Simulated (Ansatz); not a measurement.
The relaxed structure here is a generated cell of Cu2O: the first start was made by placing the elements on the sites of a structure type, and the end was not matched to a known phase here, so it may be hypothetical. Known forms of Cu2O include space group No. 224.

One stationary structure of Cu2O. Space group P6₃/mmc (No. 194). The numbers are results of r2SCAN (plane waves to 500 eV, PAW, scalar-relativistic; Ansatz, an electronic-structure program), not measurements.

```cif
data_Cu8O4
_chemical_formula_sum 'O4 Cu8'
_space_group_name_H-M_alt 'P 1'
_space_group_IT_number 1
_cell_length_a 4.98870
_cell_length_b 4.98870
_cell_length_c 7.87221
_cell_angle_alpha 90.000
_cell_angle_beta 90.000
_cell_angle_gamma 120.000
loop_
_space_group_symop_operation_xyz
  'x, y, z'
loop_
_atom_site_label
_atom_site_type_symbol
_atom_site_fract_x
_atom_site_fract_y
_atom_site_fract_z
_atom_site_occupancy
O1 O 0.33333 0.66667 0.90305 1
O2 O 0.66667 0.33333 0.40305 1
O3 O 0.66667 0.33333 0.09695 1
O4 O 0.33333 0.66667 0.59695 1
Cu1 Cu 0.00000 0.00000 0.00000 1
Cu2 Cu 0.00000 0.00000 0.50000 1
Cu3 Cu 0.83901 0.16099 0.25000 1
Cu4 Cu 0.67803 0.83901 0.75000 1
Cu5 Cu 0.83901 0.67803 0.25000 1
Cu6 Cu 0.16099 0.83901 0.75000 1
Cu7 Cu 0.32197 0.16099 0.25000 1
Cu8 Cu 0.16099 0.32197 0.75000 1
```

| Item | Result |
|---|---|
| Volume per atom | 14.14 Å³ |
| Density | 5.60 g/cm³ |
| Band gap | no gap: a half-metal at this level (one spin channel is gapped at the Fermi level) |
| Magnetic moment | net 0.33 μB/atom, ferromagnetic |
| Shortest distances | Cu–O 1.92 Å; Cu–Cu 2.41 Å; O–O 2.41 Å |
| k-mesh | 9×9×5 |

Spin state reached: ferromagnetic (net 0.33 μB/atom); other spin orders were not run from this start. The d or f electrons are treated with no Hubbard U.

The run could not lose the symmetry of its start: the end is stationary, and may be a saddle point rather than a minimum.
